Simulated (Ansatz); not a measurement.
Relaxed-ion elastic tensor of ScIr₂ (cubic Laves (MgCu2 type), space group No. 227) in GPa (Voigt order), LDA in the plane-wave PAW code Ansatz; density 14.82 g/cm³, 16.04 Å³ per atom.

```
     1    2    3    4    5    6
-  ---  ---  ---  ---  ---  ---
1  361  197  197  0.0  0.0  0.0
2  197  361  197  0.0  0.0  0.0
3  197  197  361  0.0  0.0  0.0
4  0.0  0.0  0.0  141  0.0  0.0
5  0.0  0.0  0.0  0.0  141  0.0
6  0.0  0.0  0.0  0.0  0.0  141
```

### Question
Is the crystal mechanically stable?

### Answer
Yes: the smallest eigenvalue of C is 141 GPa.

### Question
Work out the Voigt, Reuss and Hill averages.

### Answer
K_V = 252, K_R = 252, K_H = 252; G_V = 118, G_R = 109, G_H = 114 GPa.

### Question
Give Young's modulus, Poisson's ratio, Pugh's ratio and the universal anisotropy index.

### Answer
E = 9KG/(3K + G) = 296 GPa; ν = 0.30; K/G = 2.22 (ductile by the Pugh limit of 1.75); A_U = 5G_V/G_R + K_V/K_R − 6 = 0.37.

### Question
Estimate the sound speeds and the Debye temperature.

### Answer
v_l = √((K + 4G/3)/ρ) = 5220 m/s, v_t = √(G/ρ) = 2770 m/s, mean 3090 m/s; Θ = (h/k)(3n/4πV)^(1/3) v_m = 365 K.

### Question
Give the Zener ratio and Young's modulus along [100], [110] and [111].

### Answer
A = 2C44/(C11 − C12) = 1.73; 1/E = S11 − 2(S11 − S12 − S44/2)Γ with Γ = 0, 1/4, 1/3 gives 221, 310, 358 GPa.

### Question
Solve the Christoffel equation for the three sound speeds along [100], [110], [111].

### Answer
Eigenvalues of C_ijkl n_j n_l equal ρv². In km/s, slowest first: [100] 3.09, 3.09, 4.94; [110] 2.35, 3.09, 5.33; [111] 2.62, 2.62, 5.45.

Space group Fd-3m (cubic Laves (MgCu2 type)). The workflow started from a Materials Project entry (that database holds measured and hypothetical structures alike); the Crystallography Open Database files this formula in space group No. 227, but the cells were not matched. Its standing as an ambient phase is unchecked. Symmetry was held in the LDA relaxation. At this level the phase is dynamically unstable (imaginary phonons). No spin polarisation was allowed. As this level gives no gap, shear constants depend on the k-mesh and smearing (Fermi–Dirac, 0.1 eV here). Scalar-relativistic: spin–orbit coupling is off unless named, which matters more the heavier the elements.

Potentials: the later of the program's two PAW sets.
